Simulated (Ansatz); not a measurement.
## Mg3Pd5: Coordination and 25Mg quadrupole coupling

Cell: a Materials Project structure (computed, not necessarily an observed phase), atoms as given.

Space group Pbam (No. 55); a = 5.4689, b = 10.6649, c = 4.2136 Å.

```
site  Wyckoff  site symmetry       x       y       z
 Mg1       2c          ..2/m  0.5000  0.0000  0.0000
 Mg3       4h            ..m  0.6671  0.6367  0.5000
 Pd7       4h            ..m  0.6799  0.8877  0.5000
Pd11       4g            ..m  0.9002  0.7440  0.0000
Pd15       2a          ..2/m  0.5000  0.5000  0.0000
```

One atom of each set is listed.

The numbers come from a DFT calculation in Ansatz (PBE, plane waves and PAW, scalar-relativistic, 420 eV cutoff, Γ-centred 6×3×7 k-points, Fermi–Dirac smearing 0.05 eV).

Q(25Mg) = 199.4 mb.

(1) Order the Mg environments from the weakest to the strongest quadrupole coupling.
A. Mg1: 8 Pd at 2.62–2.73 Å
B. Mg3: 10 Pd at 2.68–2.86 Å; also 2 Mg at 3.14 Å

## Answers

(1) B (0.888 MHz, η = 0.92), A (2.82 MHz, η = 0.57).

With no gap above 0.1 eV, as in a metal, the gradients converge slowly in k; expect changes of a tenth or more on a denser mesh. Without spin–orbit coupling (the program notes it for Pd) the gradients can shift somewhat, as the gap is small.
